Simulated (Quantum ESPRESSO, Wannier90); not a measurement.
**Wannierisation of PbSe (Cmcm)**

Cell from Materials Project (mp-1063670), symmetrised, no further relaxation. Not found in the COD (Crystallography Open Database) copy used, which has the formula in other groups; not checked further. Method: PBEsol plane waves in Quantum ESPRESSO 7.5 (PseudoDojo norm-conserving files, 69 Ry, no spin polarisation, no spin-orbit coupling), Bloch states on a 6×6×6 mesh through Γ, Wannier90 4.0.1. Density: 8×8×8 mesh, Gaussian smearing 0.01 Ry. Spin-orbit coupling is left out although heavy elements are present.

On the energy scale of pw.x, whose zero is arbitrary, the valence-band maximum lies at 8.53 eV.

Isolated groups of bands, relative to the valence-band maximum (bands from 31 on overlap up to the last one computed):

```csv
bands,from (eV),to (eV),filling,weight on atomic waves
1–10,-46.85,-46.84,filled,Se 3d 100 %
11–20,-16.50,-16.32,filled,Pb 5d 99 %
21–22,-13.09,-11.60,filled,"Se 4s 79 %, Pb 6p 13 %, Pb 6s 6 %"
23–24,-8.47,-6.24,filled,"Pb 6s 75 %, Se 4p 16 %, Se 4s 8 %"
25–30,-4.30,-0.02,filled,"Se 4p 69 %, Pb 6p 24 %, Pb 6s 5 %"
```

Input w.win:

```
num_bands = 26
num_wann = 16
exclude_bands = 1-20
num_iter = 1000
conv_tol = 1.0e-6
conv_window = 4
dis_num_iter = 1000
dis_conv_tol = 1.0e-6
dis_froz_max = 2.29
write_hr = true
write_u_matrices = true
begin projections
f=0.37689,0.25133,-0.25623: s;p
f=-0.35824,-0.24815,0.26142: s;p
f=0.13515,0.24179,0.27188: s;p
f=-0.12660,-0.24903,-0.27590: s;p
end projections
begin unit_cell_cart
ang
    4.3097500000    0.0000000000    0.0000000000
    0.0000000000    0.0000000000   -4.4504900000
   -2.1548750000    6.1339450000    0.0000000000
end unit_cell_cart
begin atoms_frac
Pb   0.3682400000  0.2500000000 -0.2635200000
Pb  -0.3682400000 -0.2500000000  0.2635200000
Se   0.1387100000  0.2500000000  0.2774200000
Se  -0.1387100000 -0.2500000000 -0.2774200000
end atoms_frac
mp_grid = 6 6 6
begin kpoints
0.0000000000 0.0000000000 0.0000000000
0.0000000000 0.0000000000 0.1666666667
0.0000000000 0.0000000000 0.3333333333
... (213 more lines: the 6x6x6 mesh through Gamma)
end kpoints
```

The run ends without an error message, but its bands miss those of pw.x by 169 meV rms and 0.57 eV at worst (states up to 1.8 eV relative to the valence-band maximum).

### Question
What is the mistake?

### Answer
Window typed relative to the reference level, not as an absolute energy. With that mended (16 functions from bands 21-46 of the 46 computed, start hydrogen-like Pb: s;p; Se: s;p, centres 0.05 Å off the atoms, frozen window up to 2.29 eV relative to the valence-band maximum, outer window open) the misfit is 3.4 meV rms.
